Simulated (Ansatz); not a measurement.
In PBEsol in the plane-wave PAW code Ansatz, AlV2C in the hexagonal phase (P6_3/mmc; Al on 2c, V on 4f, C on 2a) relaxes to a = 2.879 Å, c = 13.021 Å. Al has 12 nearest neighbours from 2.72 Å (anticuboctahedral); C has 6 nearest neighbours from 2.00 Å (octahedral). Against the elements it lies at -0.57 eV/atom, with no fitted shifts.

Electronic character: metallic (no gap).

An equation-of-state fit gives a bulk modulus of 185 GPa. The relaxed-ion elastic constants in GPa are C11 = 356, C12 = 82.8, C13 = 108, C33 = 340, C44 = 159. The elastic constants imply a Debye temperature near 766 K. The highest mode at Γ lies at 723 cm⁻¹.

Symmetry was held in the PBEsol relaxation; of distortions, only those at the zone centre were tested. No spin polarisation was allowed. As this level gives no gap, shear constants depend on the k-mesh and smearing (Fermi–Dirac, 0.1 eV here). As this level gives no gap, phonon frequencies hold no LO–TO term and depend on the k-mesh and smearing (Fermi–Dirac, 0.1 eV here). The references are the lowest solids computed at this level, not always the standard phases.

Potentials: the later of the program's two PAW sets.
